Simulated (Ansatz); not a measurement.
**NaVS2 (R-3m): the volume from the results**

The reference geometry is a structure from the Materials Project; nothing is relaxed.

Settings: LDA, 11×11×11 k mesh, Fermi–Dirac smearing of 0.03 eV. PAW means Ansatz 0.2.0 on its default frozen-core files. Site moments are integrated in spheres about the atoms.

The run was typed so:

```yaml
crystal:
  lattice:
    - [1.7993010104, 1.0388269227, 6.4610546979]
    - [-1.7993010104, 1.0388269227, 6.4610546979]
    - [0.0, -2.0776538454, 6.4610546979]
  atoms:
    - { symbol: Na, position: [0.5, 0.5, 0.5] }
    - { symbol: V, position: [0.0, 0.0, 0.0], spin: 2.0 }
    - { symbol: S, position: [0.26437887, 0.26437887, 0.26437887] }
    - { symbol: S, position: [0.73562113, 0.73562113, 0.73562113] }
magnetization:
  spin_polarized: true
kpoints:
  mp_grid: { grid: [11, 11, 11] }
scf:
  occupations: { method: fermi_dirac, width: 0.03 }
hamiltonian:
  xc: lda
  pseudopotentials: { kind: paw }
output:
  forces: true
  stress: true
  eigenvalues: true
  populations: true
  write_density: true
  write_potential: true
  elf: true
  volumetric_format: npy
```

Command: `ansatz run input.yaml --threads 2 --pin off --max-ram 6144MiB --backend cpu --events-out ev --progress --plain --runs-dir out`

The cell is scaled evenly, and every run starts from the same moments. Some of the runs:

```tsv
V/V₀	cell moment (μB)	largest site moment (μB)	F − F(V₀) (meV/atom)	pressure (GPa)
1	2.00	1.71	0	-6.3
1.06	2.00	1.77	54	-9.5
1.2	2.00	1.90	243	-13.7
```

Problem. Another run of the series gave cell moment (μB) = 2.00, largest site moment (μB) = 1.83, F − F(V₀) (meV/atom) = 127, pressure (GPa) = -11.8. At which V/V₀ was it made?
A. 0.82
B. 0.76
C. 0.94
D. 0.88
E. 0.7
F. 1.12

Solution. F. V/V₀ = 1.12.

Problem. Another run of the series gave cell moment (μB) = 0.07, largest site moment (μB) = 0.06, F − F(V₀) (meV/atom) = -26, pressure (GPa) = 0.1. At which V/V₀ was it made?
A. 0.88
B. 1.12
C. 0.82
D. 0.94
E. 0.76
F. 0.7

Solution. A. V/V₀ = 0.88.

The whole series:

```json
{"V/V₀": "0.7", "cell moment (μB)": "0.00", "largest site moment (μB)": "0.00", "F − F(V₀) (meV/atom)": "292", "pressure (GPa)": "37.9"}
{"V/V₀": "0.76", "cell moment (μB)": "0.00", "largest site moment (μB)": "0.00", "F − F(V₀) (meV/atom)": "97", "pressure (GPa)": "20.5"}
{"V/V₀": "0.82", "cell moment (μB)": "0.00", "largest site moment (μB)": "0.00", "F − F(V₀) (meV/atom)": "1", "pressure (GPa)": "8.5"}
{"V/V₀": "0.88", "cell moment (μB)": "0.07", "largest site moment (μB)": "0.06", "F − F(V₀) (meV/atom)": "-26", "pressure (GPa)": "0.1"}
{"V/V₀": "0.94", "cell moment (μB)": "1.98", "largest site moment (μB)": "1.63", "F − F(V₀) (meV/atom)": "-28", "pressure (GPa)": "-1.8"}
{"V/V₀": "1", "cell moment (μB)": "2.00", "largest site moment (μB)": "1.71", "F − F(V₀) (meV/atom)": "0", "pressure (GPa)": "-6.3"}
{"V/V₀": "1.06", "cell moment (μB)": "2.00", "largest site moment (μB)": "1.77", "F − F(V₀) (meV/atom)": "54", "pressure (GPa)": "-9.5"}
{"V/V₀": "1.12", "cell moment (μB)": "2.00", "largest site moment (μB)": "1.83", "F − F(V₀) (meV/atom)": "127", "pressure (GPa)": "-11.8"}
{"V/V₀": "1.2", "cell moment (μB)": "2.00", "largest site moment (μB)": "1.90", "F − F(V₀) (meV/atom)": "243", "pressure (GPa)": "-13.7"}
```

The PAW files were made with PBE; the program remakes their cores once for the run's functional and then keeps them frozen. Under strong compression frozen cores are worth checking against an all-electron run. The magnetic state is the one that this cell and start allow. It needn't be the compound's measured order, which may need a larger cell or be absent.
